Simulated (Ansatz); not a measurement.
# How much do the gradients of SnSe2 depend on the method?

Cell: an entry of the Crystallography Open Database (COD), its atoms then relaxed with PBE in this cell.

```cif
data_structure
_symmetry_space_group_name_H-M 'P 1'
_symmetry_Int_Tables_number 1
_cell_length_a 3.8110
_cell_length_b 3.8110
_cell_length_c 6.1360
_cell_angle_alpha 90.000
_cell_angle_beta 90.000
_cell_angle_gamma 120.000
_cell_volume 77.18
loop_
_atom_site_label
_atom_site_type_symbol
_atom_site_fract_x
_atom_site_fract_y
_atom_site_fract_z
_atom_site_occupancy
Sn1 Sn 0.00000 0.00000 0.00000 1
Se2 Se 0.33333 0.66667 0.26170 1
Se3 Se 0.66667 0.33333 0.73830 1
```

Atoms are numbered from 1 in the order listed; like atoms form one site, named after its first atom.

First run. Computed with Ansatz: DFT, PBE, plane waves and PAW, scalar-relativistic, 420 eV cutoff, Γ-centred 13×13×7 k-points, Fermi–Dirac smearing 0.02 eV.

| site | atom | V_zz (10²¹ V/m²) | η |
| --- | --- | --- | --- |
| Sn | 1 | -0.18 | 0.00 |
| Se | 2 | -4.64 | 0.00 |

Second run. The same atoms and settings, except that spin–orbit coupling is included (fully relativistic PAW files).

Problem. Given the first result, estimate the second.

Solution. 

```json
{"site": "Sn", "atom": "1", "V_zz": "-0.11", "η": "0.00", "change of V_zz": "+0.07"}
{"site": "Se", "atom": "2", "V_zz": "-4.69", "η": "0.00", "change of V_zz": "-0.05"}
```

The largest change of V_zz is on Sn, from -0.18 to -0.11. In per cent, |V_zz| changes by +1 on Se (all sites that start above 0.5).
